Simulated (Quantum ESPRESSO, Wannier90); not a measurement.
# BaTiO3 (P4mm), plane waves to Wannier functions

```
begin unit_cell_cart
ang
    3.9903800000    0.0000000000    0.0000000000
    0.0000000000    3.9903800000    0.0000000000
    0.0000000000    0.0000000000    4.1026600000
end unit_cell_cart
begin atoms_frac
Ba   0.5000000000  0.5000000000 -0.4174600000
Ti   0.0000000000  0.0000000000  0.1000400000
O    0.0000000000  0.5000000000  0.0642200000
O    0.5000000000  0.0000000000  0.0642200000
O    0.0000000000  0.0000000000 -0.4510300000
end atoms_frac
```

Materials Project entry mp-5986; symmetrised, unrelaxed at this level. COD (Crystallography Open Database) has the formula in 5 space groups, this one among them (matched by group alone). Computed values, not measurements, from PBEsol: Quantum ESPRESSO (norm-conserving PseudoDojo potentials, cutoff 68 Ry, spinors with spin-orbit coupling) on a Γ-centred 6×6×6 mesh, then Wannier90. Density: 8×8×8 mesh, cold smearing 0.01 Ry.

A tight-binding model is made by disentanglement and projection with no localisation steps (num_iter = 0), so the 28 orbitals stay atom-like: hydrogen-like Ti: d; O: p, axes along x, y, z; frozen window up to 3.31 eV relative to the valence-band maximum. It follows pw.x to 0.3 meV rms for states up to 2.8 eV relative to the valence-band maximum. Matrix elements depend on this choice of orbitals and windows.

The 30 largest hoppings ⟨m,0|H|n,R⟩ between different sites (one of each Hermitian pair; signs follow the real orbitals' lobes; the list may end inside a set of equal values):

```
m                   n      R  distance of the centres (Å)  t (eV)  Im t (eV)
--------  -----------  -----  ---------------------------  ------  ---------
Ti2 dz2↑       O5 pz↑  0 0 1                         1.92   2.643      0.000
Ti2 dz2↓       O5 pz↓  0 0 1                         1.92   2.643      0.000
O3 py↑    Ti2 dx2-y2↑  0 0 0                         2.00  -1.930      0.000
O3 py↓    Ti2 dx2-y2↓  0 0 0                         2.00  -1.930      0.000
O4 px↑    Ti2 dx2-y2↑  0 0 0                         2.00   1.930      0.000
O4 px↓    Ti2 dx2-y2↓  0 0 0                         2.00   1.930      0.000
O3 py↑    Ti2 dx2-y2↑  0 1 0                         2.00   1.930      0.000
O3 py↓    Ti2 dx2-y2↓  0 1 0                         2.00   1.930      0.000
O4 px↑    Ti2 dx2-y2↑  1 0 0                         2.00  -1.930      0.000
O4 px↓    Ti2 dx2-y2↓  1 0 0                         2.00  -1.930      0.000
O5 pz↑       Ti2 dz2↑  0 0 0                         2.19  -1.712      0.000
O5 pz↓       Ti2 dz2↓  0 0 0                         2.19  -1.712      0.000
Ti2 dxz↑       O5 px↑  0 0 1                         1.84  -1.551      0.000
Ti2 dxz↓       O5 px↓  0 0 1                         1.84  -1.551      0.000
Ti2 dyz↑       O5 py↑  0 0 1                         1.84  -1.551      0.000
Ti2 dyz↓       O5 py↓  0 0 1                         1.84  -1.551      0.000
O3 px↑       Ti2 dxy↑  0 0 0                         2.00  -1.113      0.000
O3 px↓       Ti2 dxy↓  0 0 0                         2.00  -1.113      0.000
O4 py↑       Ti2 dxy↑  0 0 0                         2.00  -1.113      0.000
O4 py↓       Ti2 dxy↓  0 0 0                         2.00  -1.113      0.000
O3 px↑       Ti2 dxy↑  0 1 0                         2.00   1.113      0.000
O3 px↓       Ti2 dxy↓  0 1 0                         2.00   1.113      0.000
O4 py↑       Ti2 dxy↑  1 0 0                         2.00   1.113      0.000
O4 py↓       Ti2 dxy↓  1 0 0                         2.00   1.113      0.000
O3 pz↑       Ti2 dyz↑  0 0 0                         2.00  -1.089      0.000
O3 pz↓       Ti2 dyz↓  0 0 0                         2.00  -1.089      0.000
O4 pz↑       Ti2 dxz↑  0 0 0                         2.00  -1.089      0.000
O4 pz↓       Ti2 dxz↓  0 0 0                         2.00  -1.089      0.000
O3 pz↑       Ti2 dyz↑  0 1 0                         2.00   1.089      0.000
O3 pz↓       Ti2 dyz↓  0 1 0                         2.00   1.089      0.000
```
